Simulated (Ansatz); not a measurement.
# Data sheet: Na (DFT)

Na:
```yaml
crystal:
  lattice:
    - [3.41626, 0.00000, 0.00000]
    - [0.00000, 3.41626, 0.00000]
    - [0.00000, 0.00000, 3.41626]
  atoms:
    - { symbol: Na, position: [0.00000, 0.00000, 0.00000] }
```

Space group Pm-3m (No. 221), simple cubic; conventional cell a = 3.4163 Å, b = 3.4163 Å, c = 3.4163 Å, α = 90.00°, β = 90.00°, γ = 90.00°.

Method: the program Ansatz at the r²SCAN level (PAW). Structure relaxed to zero pressure with the same functional. Other levels are named where they apply.

**Cell and energy**

```
Property             Result
---------------  ----------
Volume per atom    39.87 Å³
Density          0.96 g/cm³
```

**Electronic structure**

```
Property                                                                    Result
------------------------------------  --------------------------------------------
Electronic character                                             metallic (no gap)
Density of states at the Fermi level  0.49 states/eV per atom (mean over ±0.08 eV)
```

**Mechanics**

```
Property                                                               Result
-------------------------------------  --------------------------------------
Bulk modulus (Birch–Murnaghan fit)                                    6.3 GPa
Pressure derivative B′                                                    3.5
Elastic constants (relaxed ions, GPa)      C11 = 22.8, C12 = -2.0, C44 = -3.2
Mechanical stability                   unstable (C has a negative eigenvalue)
```

**Phonons**

```
Item                                                  Value
-------------------------------  --------------------------
Dynamical stability on the path  unstable, down to 77i cm⁻¹
```

A made-up cell: these elements were put on the sites of a structure type; neither database checked (COD, Materials Project) lists it. It is not the phase usual at ambient conditions (space group No. 229). The r²SCAN relaxation kept the symmetry of its start. As this level gives no gap, shear constants depend on the k-mesh and smearing (Fermi–Dirac, 0.1 eV here). As this level gives no gap, phonon frequencies hold no LO–TO term and depend on the k-mesh and smearing (Fermi–Dirac, 0.1 eV here).

Potentials: the later of the program's two PAW sets.
